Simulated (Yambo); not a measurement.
NH4Br (space group P-43m, No. 215), G0W0@PBEsol in Yambo with this input:

```
rim_cut
gw0
dyson
el_el_corr
HF_and_locXC
ppa
em1d
RandQpts= 1000000
RandGvec= 1 Ry
EXXRLvcs= 84 Ry
VXCRLvcs= 336 Ry
Chimod= "HARTREE"
% BndsRnXp
 1 | 141 |
%
NGsBlkXp= 10 Ry
% LongDrXp
 1.0 | 1.0 | 1.0 |
%
PPAPntXp= 27.2114 eV
% GbndRnge
 1 | 141 |
%
GTermKind= "BG"
DysSolver= "n"
ExtendOut
```

On a 4×4×4 mesh, with wavefunctions cut at 84 Ry, the gap (M → Γ) is 6.545 eV and the valence edge shifts by -1.671 eV.

Task: What happens with this change: no random integration?

Result: The gap falls by 0.075 eV, to 6.470 eV; the shift of the valence edge becomes -1.486 eV. Neither run is shown to be the converged limit.

Spin-orbit coupling is not included.

Geometry of the Materials Project entry, not relaxed at this level; primitive cell a = b = c = 4.0001 Å, α = β = γ = 90.00°.

A shift is the quasiparticle energy of the state minus its PBEsol energy.
